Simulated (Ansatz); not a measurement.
Calculated 17O NMR of the central transition for V2O5

Cell: an entry of the Crystallography Open Database (COD) whose atoms were relaxed with PBE, the cell held.

Space group Pmmn:1 (No. 59); a = 3.5710, b = 11.5440, c = 4.3830 Å.

| site | Wyckoff | site symmetry | x | y | z |
| --- | --- | --- | --- | --- | --- |
| V | 4e | m.. | 0.0000 | 0.3516 | 0.8877 |
| O5 | 4e | m.. | 0.0000 | 0.1811 | 0.0057 |
| O9 | 4e | m.. | 0.0000 | 0.3551 | 0.5264 |
| O13 | 2b | mm2 | 0.0000 | 0.5000 | 0.9982 |

One atom of each set is listed.

All values are calculated (Ansatz; DFT, PBE, plane waves and PAW (field gradients read without the response of the frozen cores, which leaves them typically 4 to 6 % off), scalar-relativistic, 420 eV cutoff, Γ-centred 6×2×5 k-points, Fermi–Dirac smearing 0.02 eV), not measured.

17O has I = 5/2 and Q = -25.58 mb (Pyykkö 2018); at 14.1 T its Larmor frequency is ν₀ = 81.4 MHz. Only the quadrupole interaction is simulated: positions count from each site's isotropic chemical shift, and J coupling is left out, as are shift anisotropy and dipolar coupling, which fast spinning averages.

Question: Give C_Q, η, the quadrupolar product P_Q = |C_Q|(1 + η²/3)^½, the second-order isotropic shift and the breadth of the pattern (fast magic-angle spinning) for each O site.

Answer: 

| site | first shell | C_Q (MHz) | η | P_Q (MHz) | δ_QIS (ppm) | breadth (kHz) |
| --- | --- | --- | --- | --- | --- | --- |
| O5 | 3 V at 1.88–2.04 Å | 3.25 | 0.71 | 3.52 | -11.2 | 2.09 |
| O9 | 1 V at 1.58 Å | 0.720 | 0.71 | 0.779 | -0.549 | 0.102 |
| O13 | 2 V at 1.78 Å, angle 148° | 3.80 | 0.03 | 3.80 | -13.1 | 2.30 |

δ_QIS = −(ν_Q²/30ν₀²)[I(I+1) − 3/4](1 + η²/3) × 10⁶ ppm with ν_Q = 3|C_Q|/[2I(2I−1)]; it falls as 1/B₀² in ppm, and the breadth as 1/B₀ in kHz.

At O13 V_zz points along the bisector of its two bonds (within 1°).
